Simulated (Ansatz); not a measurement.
CsSnI$_{3}$ (cubic perovskite)

```
CsSnI3
1.0
    6.27133     0.00000     0.00000
    0.00000     6.27133     0.00000
    0.00000     0.00000     6.27133
Cs Sn I
1 1 3
Cartesian
  0.00000   0.00000   0.00000
  3.13567   3.13567   3.13567
  0.00000   3.13567   3.13567
  3.13567   3.13567   0.00000
  3.13567   0.00000   3.13567
```

Grid over V/V₀ and (c/a)/(c/a)₀, subscript 0 meaning the relaxed cell; the conventional c axis lies along z; no internal relaxation.

Level of theory: PBE (plane waves to 420 eV, PAW, scalar-relativistic; Ansatz, a quantum-chemistry and plane-wave program). k mesh 6×6×6 (Γ-centred), Fermi-Dirac smearing 0.05 eV. Energies are smeared free energies. Stress and pressure are positive under compression. On this mesh the relaxed cell isn't quite at rest: it carries a pressure of 0.1 GPa (compression positive) at the zero of the scan. CsSnI3 was relaxed with its symmetry unable to fall. Spin-orbit coupling is left out, though I is heavy. This is a high-temperature form of CsSnI3. The zero of ΔE is the relaxed starting cell.

ΔE (meV/atom), with V/V₀ across and (c/a)/(c/a)₀ down:

```
(c/a)/(c/a)₀ \ V/V₀  0.920  0.960  1.000  1.040  1.080
-------------------  -----  -----  -----  -----  -----
0.960                 28.2   12.1    5.7    7.3   15.2
0.980                 22.7    7.1    1.4    3.5   12.0
1.000                 20.9    5.6    0.0    2.3   10.9
1.020                 22.5    7.0    1.3    3.4   11.9
1.040                 27.1   11.1    4.8    6.5   14.5
```

σzz (GPa), with V/V₀ across and (c/a)/(c/a)₀ down:

```
(c/a)/(c/a)₀ \ V/V₀  0.920  0.960  1.000  1.040  1.080
-------------------  -----  -----  -----  -----  -----
0.960                 3.07   1.99   1.10   0.37  -0.22
0.980                 2.34   1.36   0.57  -0.08  -0.60
1.000                 1.70   0.82   0.11  -0.46  -0.92
1.020                 1.14   0.35  -0.28  -0.79  -1.19
1.040                 0.66  -0.06  -0.62  -1.06  -1.41
```

Key numbers:

| Item | Value |
|---|---|
| Shear modulus C′ = (C11 − C12)/2 (fit, atoms clamped) | 15.9 GPa |
| Lowest place on the grid | V/V₀ = 1.000, (c/a)/(c/a)₀ = 1.000 (0.0 meV/atom) |
| Highest place on the grid | V/V₀ = 0.920, (c/a)/(c/a)₀ = 0.960 (28.2 meV/atom) |

(A scan under strain: stresses follow from slopes of the energy per volume, elastic moduli from its curvatures.)
